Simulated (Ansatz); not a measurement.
Level of theory: Ansatz, DFT PBE, scalar-relativistic, plane waves, PAW. All cells share a 420 eV cutoff and Γ-centred k meshes spaced at most about 0.3 Å⁻¹ (about 0.25 or finer for metals, 2π included). No spin polarisation in the final relaxations.

Temperature and zero-point effects are left out. All come from trial cells, and lower structures may exist.

Question: Order these relaxed structures of SiGeTe₂S₂ by energy, lowest first, with the energy over the lowest of them.
A.

Space group P4/mmm (No. 123). a = 5.648 Å, b = 5.648 Å, c = 4.912 Å, α = 90.00°, β = 90.00°, γ = 90.00°
```tsv
atom	site	symmetry	x	y	z
Si	1a	4/mmm	0.0000	0.0000	0.0000
Ge	1b	4/mmm	0.0000	0.0000	0.5000
Te	2f	mmm.	0.5000	0.0000	0.0000
S	2h	4mm	0.5000	0.5000	0.6978
```

B.

Space group I4/mmm (No. 139). a = 4.859 Å, b = 4.859 Å, c = 11.781 Å, α = 90.00°, β = 90.00°, γ = 90.00°
```json
{"atom": "Si", "site": "2b", "symmetry": "4/mmm", "x": "0.5000", "y": "0.5000", "z": "0.0000"}
{"atom": "Ge", "site": "2a", "symmetry": "4/mmm", "x": "0.0000", "y": "0.0000", "z": "0.0000"}
{"atom": "Te", "site": "4e", "symmetry": "4mm", "x": "0.5000", "y": "0.5000", "z": "0.2443"}
{"atom": "S", "site": "4c", "symmetry": "mmm.", "x": "0.0000", "y": "0.5000", "z": "0.0000"}
```

C.

Space group P4/mmm (No. 123). a = 4.960 Å, b = 4.960 Å, c = 8.651 Å, α = 90.00°, β = 90.00°, γ = 90.00°
```tsv
atom	site	symmetry	x	y	z
Si	1d	4/mmm	0.5000	0.5000	0.5000
Ge	1b	4/mmm	0.0000	0.0000	0.5000
Te	2g	4mm	0.0000	0.0000	0.8449
S	2e	mmm.	0.0000	0.5000	0.5000
```

D.

Space group P4/mmm (No. 123). a = 4.331 Å, b = 4.331 Å, c = 9.204 Å, α = 90.00°, β = 90.00°, γ = 90.00°
```tsv
atom	site	symmetry	x	y	z
Si	1a	4/mmm	0.0000	0.0000	0.0000
Ge	1b	4/mmm	0.0000	0.0000	0.5000
Te	2h	4mm	0.5000	0.5000	0.6504
S	2f	mmm.	0.5000	0.0000	0.0000
```

Answer: B (0 meV/atom), D (323 meV/atom), C (359 meV/atom), A (431 meV/atom). Forms: B I4/mmm; D P4/mmm; C P4/mmm; A P4/mmm. D holds Te–Te pairs (shortest 2.77 Å); C holds Te–Te pairs (shortest 2.68 Å); A holds S–S pairs (shortest 1.94 Å) (bonds between like non-metal atoms; other contacts aren't counted). Even the lowest lies +0.04 eV/atom against the elements.

Weakly bound directions are ill-defined at this level, which has no dispersion term (P4/mmm at 28.8 Å³/atom), and this can change margins and order among such cells. Spin–orbit coupling, which can matter for Te, is left out. A magnetic state wasn't ruled out in cells without spin, among them P4/mmm at 35.5 Å³/atom. Cells relaxed within their symmetry can be saddle points. Some candidate types were left out of the draw beforehand, so a known form may be missing.
